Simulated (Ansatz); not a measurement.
## Computed properties of YSiNO2

YSiNO₂:
```xyz
5
Lattice="3.5784 0.0000 0.0000 0.0000 3.5784 0.0000 0.0000 0.0000 3.6966" Properties=species:S:1:pos:R:3 pbc="T T T"
Y      0.0000     0.0000     3.6908
Si     1.7892     1.7892     1.8423
N      1.7892     1.7892     3.6904
O      1.7892     0.0000     1.8419
O      0.0000     1.7892     1.8419
```

Space group P4/mmm (No. 123); conventional cell a = b = 3.5784 Å, c = 3.6966 Å, α = β = γ = 90.00°.

Method: the program Ansatz at the r²SCAN level (PAW). The cell and atoms are relaxed at this level. Other levels are named where they apply.

### Cell and energy

Volume per atom: 9.47 Å³
Density: 5.72 g/cm³
Formation energy from the elements (no fitted shifts): -2.51 eV/atom

### Electronic structure

* **Band gap**: 2.08 eV (indirect)
* **Valence-band maximum**: at A
* **Conduction-band minimum**: at Γ
* **Smallest direct gap on the standard path**: 2.63 eV
* **Electron effective mass**: 0.36, 0.36, 0.43 mₑ (principal values)
* **Electron effective mass with spin–orbit coupling**: 0.36, 0.36, 0.43 mₑ (principal values)
* **Hole effective mass with spin–orbit coupling**: 0.44, 0.60, 0.65 mₑ (principal values)
* **HSE06 gap on the r²SCAN cell**: 2.89 eV
* **Gap with spin–orbit coupling**: 2.08 eV

### Mechanics

- Bulk modulus (Birch–Murnaghan fit): 263 GPa
- Pressure derivative B′: 4.2
- Mechanical stability: stable (all eigenvalues of C positive)
- Hill bulk and shear moduli: 264 and 186 GPa
- Young's modulus: 452 GPa
- Poisson's ratio: 0.21
- Debye temperature from the elastic constants: 888 K

### Charges

- Bader charges: Y +2.17, Si +3.31, N -2.18, O -1.65 e

The start of the workflow was typed in or built on a structure type; neither database checked (COD, Materials Project) lists it. COD files the formula under space group No. 15, 63. Whether it is the stable phase at ambient conditions was not checked. Symmetry was held in the r²SCAN relaxation; its stability against distortions is not shown here. The run is not spin-polarised. Point labels and valley counts follow the cell and symmetry of the run, lower than the named group. The references are the lowest solids computed at this level, not always the standard phases (solids in place of the gases). Spin–orbit coupling is left out wherever it is not named.

Potentials: the later of the program's two PAW sets.
